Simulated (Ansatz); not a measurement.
**Stability checks on a candidate for HfNbTe4**

It was reached by relaxing an invented guess, and it needn't be the stable form of this composition.

The calculation used DFT PBE, scalar-relativistic, plane waves, PAW in Ansatz. Settings of the last relaxation (6-atom cell): 420 eV, 12×12×4 k points, Gaussian smearing of 0.10 eV, no spin polarisation.

```cif
data_structure
_symmetry_space_group_name_H-M 'P-3m1'
_symmetry_Int_Tables_number 164
_cell_length_a 3.8222
_cell_length_b 3.8222
_cell_length_c 14.3161
_cell_angle_alpha 90.000
_cell_angle_beta 90.000
_cell_angle_gamma 120.000
_cell_volume 181.13
loop_
_atom_site_label
_atom_site_type_symbol
_atom_site_symmetry_multiplicity
_atom_site_Wyckoff_symbol
_atom_site_fract_x
_atom_site_fract_y
_atom_site_fract_z
_atom_site_occupancy
Hf1 Hf 1 b 0.00000 0.00000 0.50000 1
Nb1 Nb 1 a 0.00000 0.00000 0.00000 1
Te1 Te 2 d 0.66667 0.33333 0.62866 1
Te2 Te 2 d 0.66667 0.33333 0.12454 1
```

Energies over the elements count from the elements' standard structures at the same level, with no fitted energy shifts.

**Question.** These tests were run: energy against the elements; random kick, then relaxation without symmetry; phonons on a 2×2×1 q mesh; elastic tensor. What do they show?

**Answer.**

```csv
test,result
energy against the elements,−0.60 eV/atom
"random kick, then relaxation without symmetry",returns
phonons on a 2×2×1 q mesh,no imaginary mode on the mesh
elastic tensor,least eigenvalue 6 GPa
```

It fails none of these tests outright. Other phases of the system weren't compared here, so this isn't yet thermodynamic stability. Undecided within the accuracy: elastic tensor.

Weakly bound directions are ill-defined at this level, which has no dispersion term. Spin–orbit coupling, which can matter for Hf and Te, is left out. The reference form of Te is held partly by dispersion forces, which this level lacks. The kick test ran on a coarse mesh. The run for the phonons used a 12×12×4 k mesh and Fermi–Dirac smearing of 0.15 eV. The run for the elastic tensor used a 12×12×4 k mesh and Fermi–Dirac smearing of 0.15 eV.
